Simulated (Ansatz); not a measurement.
An Ansatz (a program for electronic structure) run. Input:

Ansatz 0.2 input:
```yaml
crystal:
  lattice:
    - [-2.5314972201, 2.5314972201, 5.7152934979]
    - [2.5314972201, -2.5314972201, 5.7152934979]
    - [2.5314972201, 2.5314972201, -5.7152934979]
  atoms:
    - { symbol: V, position: [0.5, 0.5, 0.0] }
    - { symbol: V, position: [0.25, 0.75, 0.5] }
    - { symbol: Bi, position: [0.0, 0.0, 0.0] }
    - { symbol: Bi, position: [0.75, 0.25, 0.5] }
    - { symbol: O, position: [0.1708152503, 0.5609149079, 0.8914256141] }
    - { symbol: O, position: [0.3109149079, 0.9194892939, 0.8900996576] }
    - { symbol: O, position: [0.6694892939, 0.2793896362, 0.1085743859] }
    - { symbol: O, position: [0.0293896362, 0.4208152503, 0.1099003424] }
    - { symbol: O, position: [0.5791847497, 0.6890850921, 0.6085743859] }
    - { symbol: O, position: [0.4390850921, 0.3305107061, 0.6099003424] }
    - { symbol: O, position: [0.0805107061, 0.9706103638, 0.3914256141] }
    - { symbol: O, position: [0.7206103638, 0.8291847497, 0.3900996576] }
kpoints:
  mp_grid: { grid: [8, 8, 8] }
hamiltonian:
  xc: lda
  pseudopotentials: { kind: paw }
scf:
  occupations: { method: fixed }
elastic: { mode: relaxed_ion, stencil: two_point, amplitude: 0.005, f_tol: 0.0005 }
```

Output (shortened):

```
Pseudopotential: V, paw, valence charge 13
Pseudopotential: Bi, paw, valence charge 15
Pseudopotential: O, paw, valence charge 6
Functional definition: SPW92
Crystal: 12 atoms, lattice volume = 146.505 Å³
Basis set: ecut = 420 eV, 2887 PW (Γ)
Bands: 64, of which v1, the nominal top of the filled ones, is band 52 counted from 1 (51 counted from 0)
Symmetry: 8 space group operations
Space group: I41/a (ITA 88), of the structure as read, at distance tolerance 5.3e-5 Å
k-points: 78 of 512
SCF 1 converged in 13 iterations: F = -34338.467030 eV  dr2 = 1.05e-14
Crystal: 12 atoms, lattice volume = 145.773 Å³
Basis set: ecut = 420 eV, 2867 PW (Γ)
Symmetry: 4 space group operations
k-points: 150 of 512
SCF 2 converged in 15 iterations: F = -34338.463549 eV  dr2 = 4.78e-15
relax step   1: F+E_penalty+E_count = -34338.46354949 eV  Δ(F+E_penalty+E_count) = +0.000e0 eV  max|allowed force component| = 9.371e-2 eV/Å  Δτ_max = 0.0000 Å  (15 SCF iters, accepted)
Crystal: 12 atoms, lattice volume = 145.773 Å³
SCF 3 converged in 11 iterations: F = -34338.464221 eV  dr2 = 5.69e-14
relax step   2: F+E_penalty+E_count = -34338.46422149 eV  Δ(F+E_penalty+E_count) = -6.720e-4 eV  max|allowed force component| = 3.575e-2 eV/Å  Δτ_max = 0.0018 Å  (11 SCF iters, accepted)
Crystal: 12 atoms, lattice volume = 145.773 Å³
SCF 4 converged in 11 iterations: F = -34338.464370 eV  dr2 = 9.17e-15
relax step   3: F+E_penalty+E_count = -34338.46436951 eV  Δ(F+E_penalty+E_count) = -1.480e-4 eV  max|allowed force component| = 1.519e-2 eV/Å  Δτ_max = 0.0021 Å  (11 SCF iters, accepted)
Crystal: 12 atoms, lattice volume = 145.773 Å³
SCF 5 converged in 10 iterations: F = -34338.464391 eV  dr2 = 2.85e-14
relax step   4: F+E_penalty+E_count = -34338.46439068 eV  Δ(F+E_penalty+E_count) = -2.116e-5 eV  max|allowed force component| = 6.335e-3 eV/Å  Δτ_max = 0.0005 Å  (10 SCF iters, accepted)
Crystal: 12 atoms, lattice volume = 145.773 Å³
SCF 6 converged in 11 iterations: F = -34338.464413 eV  dr2 = 3.91e-14
relax step   5: F+E_penalty+E_count = -34338.46441329 eV  Δ(F+E_penalty+E_count) = -2.262e-5 eV  max|allowed force component| = 2.629e-3 eV/Å  Δτ_max = 0.0014 Å  (11 SCF iters, accepted)
Crystal: 12 atoms, lattice volume = 145.773 Å³
SCF 7 converged in 11 iterations: F = -34338.464425 eV  dr2 = 1.13e-14
relax step   6: F+E_penalty+E_count = -34338.46442462 eV  Δ(F+E_penalty+E_count) = -1.132e-5 eV  max|allowed force component| = 1.133e-3 eV/Å  Δτ_max = 0.0011 Å  (11 SCF iters, accepted)
Crystal: 12 atoms, lattice volume = 145.773 Å³
SCF 8 converged in 9 iterations: F = -34338.464425 eV  dr2 = 9.66e-14
relax step   7: F+E_penalty+E_count = -34338.46442501 eV  Δ(F+E_penalty+E_count) = -3.905e-7 eV  max|allowed force component| = 1.342e-4 eV/Å  Δτ_max = 0.0002 Å  (9 SCF iters, accepted)
Crystal: 12 atoms, lattice volume = 145.773 Å³
SCF 9 converged in 2 iterations: F = -34338.464425 eV  dr2 = 2.24e-14
Crystal: 12 atoms, lattice volume = 147.238 Å³
Basis set: ecut = 420 eV, 2903 PW (Γ)
SCF 10 converged in 14 iterations: F = -34338.463643 eV  dr2 = 7.83e-14
[...]
Crystal: 12 atoms, lattice volume = 146.504 Å³
SCF 42 converged in 11 iterations: F = -34338.466288 eV  dr2 = 2.20e-14
relax step   3: F+E_penalty+E_count = -34338.46628806 eV  Δ(F+E_penalty+E_count) = -1.016e-4 eV  max|allowed force component| = 1.968e-2 eV/Å  Δτ_max = 0.0021 Å  (11 SCF iters, accepted)
Crystal: 12 atoms, lattice volume = 146.504 Å³
SCF 43 converged in 11 iterations: F = -34338.466309 eV  dr2 = 1.93e-14
relax step   4: F+E_penalty+E_count = -34338.46630913 eV  Δ(F+E_penalty+E_count) = -2.107e-5 eV  max|allowed force component| = 7.392e-3 eV/Å  Δτ_max = 0.0012 Å  (11 SCF iters, accepted)
Crystal: 12 atoms, lattice volume = 146.504 Å³
SCF 44 converged in 10 iterations: F = -34338.466318 eV  dr2 = 2.55e-14
relax step   5: F+E_penalty+E_count = -34338.46631794 eV  Δ(F+E_penalty+E_count) = -8.806e-6 eV  max|allowed force component| = 1.546e-3 eV/Å  Δτ_max = 0.0006 Å  (10 SCF iters, accepted)
Crystal: 12 atoms, lattice volume = 146.504 Å³
SCF 45 converged in 10 iterations: F = -34338.466312 eV  dr2 = 6.72e-14
relax step   6: F+E_penalty+E_count = -34338.46631208 eV  Δ(F+E_penalty+E_count) = +5.864e-6 eV  max|allowed force component| = 6.472e-3 eV/Å  Δτ_max = 0.0009 Å  (10 SCF iters, rejected (line search))
Crystal: 12 atoms, lattice volume = 146.504 Å³
SCF 46 converged in 10 iterations: F = -34338.466320 eV  dr2 = 1.85e-14
relax step   7: F+E_penalty+E_count = -34338.46631997 eV  Δ(F+E_penalty+E_count) = -2.032e-6 eV  max|allowed force component| = 3.451e-5 eV/Å  Δτ_max = 0.0004 Å  (10 SCF iters, accepted)
Crystal: 12 atoms, lattice volume = 146.504 Å³
SCF 47 converged in 2 iterations: F = -34338.466320 eV  dr2 = 1.69e-14
Crystal: 12 atoms, lattice volume = 146.504 Å³
SCF 48 converged in 14 iterations: F = -34338.465675 eV  dr2 = 3.33e-14
relax step   1: F+E_penalty+E_count = -34338.46567532 eV  Δ(F+E_penalty+E_count) = +0.000e0 eV  max|allowed force component| = 1.647e-1 eV/Å  Δτ_max = 0.0000 Å  (14 SCF iters, accepted)
Crystal: 12 atoms, lattice volume = 146.504 Å³
SCF 49 converged in 13 iterations: F = -34338.465157 eV  dr2 = 2.82e-14
relax step   2: F+E_penalty+E_count = -34338.46515748 eV  Δ(F+E_penalty+E_count) = +5.178e-4 eV  max|allowed force component| = 1.770e-1 eV/Å  Δτ_max = 0.0084 Å  (13 SCF iters, rejected (line search))
Crystal: 12 atoms, lattice volume = 146.504 Å³
SCF 50 converged in 13 iterations: F = -34338.466314 eV  dr2 = 2.22e-14
relax step   3: F+E_penalty+E_count = -34338.46631414 eV  Δ(F+E_penalty+E_count) = -6.388e-4 eV  max|allowed force component| = 2.974e-3 eV/Å  Δτ_max = 0.0025 Å  (13 SCF iters, accepted)
Crystal: 12 atoms, lattice volume = 146.504 Å³
SCF 51 converged in 11 iterations: F = -34338.466318 eV  dr2 = 1.52e-14
relax step   4: F+E_penalty+E_count = -34338.46631844 eV  Δ(F+E_penalty+E_count) = -4.301e-6 eV  max|allowed force component| = 1.909e-3 eV/Å  Δτ_max = 0.0010 Å  (11 SCF iters, accepted)
Crystal: 12 atoms, lattice volume = 146.504 Å³
SCF 52 converged in 10 iterations: F = -34338.466320 eV  dr2 = 1.77e-14
relax step   5: F+E_penalty+E_count = -34338.46631999 eV  Δ(F+E_penalty+E_count) = -1.550e-6 eV  max|allowed force component| = 8.172e-5 eV/Å  Δτ_max = 0.0004 Å  (10 SCF iters, accepted)
Crystal: 12 atoms, lattice volume = 146.504 Å³
SCF 53 converged in 2 iterations: F = -34338.466320 eV  dr2 = 8.45e-15
SCF converged after 13 iterations
Free energy (F): -34338.467030 eV
Harris-Foulkes:  -34338.467030 eV  (|F-HF|=7.28e-12)
Internal energy: -34338.467030 eV  (E = F + TS)
E sigma→0 (E₀):  -34338.467030 eV
Fermi energy:    9.136837 eV
--- Per-component energies (eV) ---
  E_band       = -641.818482
  E_kinetic    = 2670.095675
  E_local      = -7788.156087  (includes V_loc(G=0)·N_el)
  E_nonlocal   = 1445.489768
  E_hartree    = 2829.212888
  E_xc         = -1142.234656
  E_vxc        = -1367.699696  (∫ρ·V_xc dr)
  E_paw        = -23998.439115  (= ΣΔE_a)
  E_vpaw       = -1259.993119  (= ΣTr[D̂ρ^β])
  E_aug_tail   = 0.019206  (compensation charges beyond the density's cutoff)
  E_ewald      = -8355.912612
  E_core_change = 1.457902  (= ΣΔE_core)
  E_smearing   =  0.000000  (= −TS)
  E_closure    = 0.000000  (closes the sum)
  Σ components = -34338.467030   (vs F -34338.467030, Δ=0.00e0)
--- Forces (eV/Å), atoms counted from 1 ---
  atom   1  V      0.00000000     0.00000000     0.00000000
  atom   2  V      0.00000000     0.00000000     0.00000000
  atom   3  Bi     0.00000000     0.00000000     0.00000000
  atom   4  Bi     0.00000000     0.00000000     0.00000000
  atom   5  O     -0.00034659     0.00031336    -0.00001794
  atom   6  O     -0.00031336    -0.00034659    -0.00001794
  atom   7  O      0.00034659    -0.00031336    -0.00001794
  atom   8  O      0.00031336     0.00034659    -0.00001794
  atom   9  O      0.00034659    -0.00031336     0.00001794
  atom  10  O      0.00031336     0.00034659     0.00001794
  atom  11  O     -0.00034659     0.00031336     0.00001794
  atom  12  O     -0.00031336    -0.00034659     0.00001794
  max |Σ_I F_I| component: 6.07e-18 eV/Å
--- Stress (GPa, compression-positive) ---
        0.007802       0.000000       0.000000
        0.000000       0.007802       0.000000
        0.000000       0.000000       0.007420
  P = ⅓ Tr σ = 0.0077 GPa (0.077 kbar)
--- Band table (eV; the first three rows and the last of 78) ---
  k-point 0: bands = ["-54.5519", "-54.5508", "-28.8660", "-28.8660", "-28.8630", "-28.8630", "-28.8200", "-28.8051", "-12.7172", "-12.6562", "-12.6562", "-12.6409", "-12.6333", "-12.6218", "-12.6218", "-12.6040", "-12.5975", "-12.5767", "-9.1362", "-7.8199", …
  k-point 1: bands = ["-54.5518", "-54.5508", "-28.8660", "-28.8659", "-28.8633", "-28.8632", "-28.8194", "-28.8056", "-12.7181", "-12.6581", "-12.6545", "-12.6539", "-12.6251", "-12.6244", "-12.6159", "-12.6021", "-12.5969", "-12.5755", "-9.0398", "-7.7960", …
  k-point 2: bands = ["-54.5517", "-54.5509", "-28.8659", "-28.8657", "-28.8639", "-28.8637", "-28.8175", "-28.8070", "-12.7219", "-12.6767", "-12.6565", "-12.6486", "-12.6325", "-12.6142", "-12.6087", "-12.5987", "-12.5954", "-12.5730", "-8.7668", "-7.7332", …
  k-point 77: bands = ["-54.5513", "-54.5513", "-28.8685", "-28.8685", "-28.8605", "-28.8605", "-28.8126", "-28.8126", "-12.7062", "-12.7062", "-12.6964", "-12.6964", "-12.6121", "-12.6121", "-12.5748", "-12.5748", "-12.5681", "-12.5681", "-8.6044", …
--- Elastic constants: 4 strain directions × 2 members + reference (group order 8) ---
  dense FFT box of the reference and of every strained cell: 48×48×48
  strains applied: 11, 33, 23, 12; error gains …
  C = ∂σ_k/∂η_j (tension-positive GPa; Voigt order 11 22 33 23 13 12):
       225.332    133.604    110.114      0.000      0.000    -23.455
       133.604    225.332    110.114      0.000      0.000     23.455
       110.100    110.100    199.754      0.000      0.000      0.000
         0.000      0.000      0.000     50.876      0.006      0.000
         0.000      0.000      0.000     -0.006     50.876      0.000
       -23.477     23.477      0.000      0.000      0.000     74.180
  reference stress σ⁰ (GPa):     -0.008     -0.008     -0.007      0.000      0.000      0.000
  moduli (Voigt/Reuss/Hill, GPa): K = 150.89/149.21/150.05   G = 54.96/49.76/52.36   E = 140.71   ν = 0.344
  mechanically stable: yes (min eigenvalue of sym C = 48.63 GPa)
  strain η (Voigt 11):  stress-route row diagonal C_11 = 225.33 GPa, energy-path curvature d²(F+E_count+ΔE)/dδ²/Ω₀ = 225.29 GPa
         δ    σ_11 (GPa)             F (eV)   n_scf  n_hpsi   n_pw
    -5.000e-3      -1.1505      -34338.4644250       2   77847   2867   relax 7 steps, max|allowed force component| 1.34e-4 eV/Å
     5.000e-3       1.1028      -34338.4645304       2   77623   2903   relax 5 steps, max|allowed force component| 2.21e-4 eV/Å
  strain η (Voigt 33):  stress-route row diagonal C_33 = 199.75 GPa, energy-path curvature d²(F+E_count+ΔE)/dδ²/Ω₀ = 199.93 GPa
         δ    σ_33 (GPa)             F (eV)   n_scf  n_hpsi   n_pw
    -5.000e-3      -1.0233      -34338.4647869       2   40220   2879   relax 4 steps, max|allowed force component| 2.48e-4 eV/Å
     5.000e-3       0.9742      -34338.4651118       2   40275   2927   relax 3 steps, max|allowed force component| 2.26e-4 eV/Å
  strain η (Voigt 23):  stress-route row diagonal C_44 = 50.88 GPa, energy-path curvature d²(F+E_count+ΔE)/dδ²/Ω₀ = 50.93 GPa
         δ    σ_23 (GPa)             F (eV)   n_scf  n_hpsi   n_pw
    -5.000e-3      -0.2544      -34338.4665882       2  133992   2891   relax 7 steps, max|allowed force component| 9.26e-5 eV/Å
     5.000e-3       0.2544      -34338.4665882       2  134575   2891   relax 6 steps, max|allowed force component| 1.05e-4 eV/Å
  strain η (Voigt 12):  stress-route row diagonal C_66 = 74.18 GPa, energy-path curvature d²(F+E_count+ΔE)/dδ²/Ω₀ = 74.15 GPa
         δ    σ_12 (GPa)             F (eV)   n_scf  n_hpsi   n_pw
    -5.000e-3      -0.3709      -34338.4663200       2   77358   2891   relax 7 steps, max|allowed force component| 3.45e-5 eV/Å
     5.000e-3       0.3709      -34338.4663200       2   77347   2891   relax 5 steps, max|allowed force component| 8.17e-5 eV/Å
```

Cost: very roughly 50 core-minutes on shared cores.

Space group I4_1/a. The cell was relaxed with LDA under the symmetry of its start; of distortions, only those at the zone centre were tested. The run is not spin-polarised. No Hubbard U is applied. Scalar-relativistic: spin–orbit coupling is off unless named, which matters more the heavier the elements.

Potentials: the later of the program's two PAW sets.

Ansatz is a plane-wave DFT program.
